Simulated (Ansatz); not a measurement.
All numbers below come from DFT PBE, scalar-relativistic, plane waves, PAW (Ansatz 0.2.0). Settings: cutoff 420 eV, Γ-centred meshes spaced at most about 0.3 Å⁻¹, and about 0.25 Å⁻¹ or finer for metals (2π included), Gaussian smearing. No spin polarisation in the final relaxations.

All energies are static (0 K, no zero-point motion).

Two forms of SiBr were relaxed alike.

A.

```cif
data_structure
_symmetry_space_group_name_H-M 'P6/mmm'
_symmetry_Int_Tables_number 191
_cell_length_a 5.3030
_cell_length_b 5.3030
_cell_length_c 4.9650
_cell_angle_alpha 90.000
_cell_angle_beta 90.000
_cell_angle_gamma 120.000
_cell_volume 120.92
loop_
_atom_site_label
_atom_site_type_symbol
_atom_site_symmetry_multiplicity
_atom_site_Wyckoff_symbol
_atom_site_fract_x
_atom_site_fract_y
_atom_site_fract_z
_atom_site_occupancy
Si1 Si 2 c 0.33333 0.66667 0.00000 1
Br1 Br 2 d 0.33333 0.66667 0.50000 1
```

B.

```cif
data_structure
_symmetry_space_group_name_H-M 'Pmmm'
_symmetry_Int_Tables_number 47
_cell_length_a 3.2425
_cell_length_b 3.6977
_cell_length_c 4.1526
_cell_angle_alpha 90.000
_cell_angle_beta 90.000
_cell_angle_gamma 90.000
_cell_volume 49.79
loop_
_atom_site_label
_atom_site_type_symbol
_atom_site_symmetry_multiplicity
_atom_site_Wyckoff_symbol
_atom_site_fract_x
_atom_site_fract_y
_atom_site_fract_z
_atom_site_occupancy
Si1 Si 1 a 0.00000 0.00000 0.00000 1
Br1 Br 1 g 0.00000 0.50000 0.50000 1
```

Question: Which is lower in energy, and by how much?

Answer: B is lower, by 67 meV/atom. A has space group P6/mmm (No. 191), 30.2 Å³/atom and no gap on its mesh; B has space group Pmmm (No. 47), 24.9 Å³/atom and no gap. Counting Br atoms around Si (those within 1.25 times the shortest such distance or 1.15 times the sum of covalent radii, 1.27 where that leaves under three; the shortest distance is added where it exceeds 1.18 times the sum of covalent radii), A has Si 2 and B has Si 4 from 2.8 Å. Even the lower one lies +0.43 eV/atom against the reference forms of the elements (uncorrected), so neither is stable at this level. In A, around Si lie 2 Br at 2.48 Å and 3 Si at 3.06 Å; Br is surrounded by 2 Si at 2.48 Å and 3 Br at 3.06 Å. In B, Si is surrounded by 4 Br at 2.78 Å; Br is surrounded by 4 Si at 2.78 Å. Both come from invented guesses.

No dispersion correction is applied, so the spacing and binding between layers, chains or molecules are poorly described (P6/mmm, Pmmm), and this can change margins and order among such cells. In Pmmm an odd number of electrons in the primitive cell allows no gap without spin; a larger cell or a magnetic state could open one. A magnetic state wasn't ruled out in cells without spin, among them Pmmm. Cells relaxed within their symmetry can be saddle points.
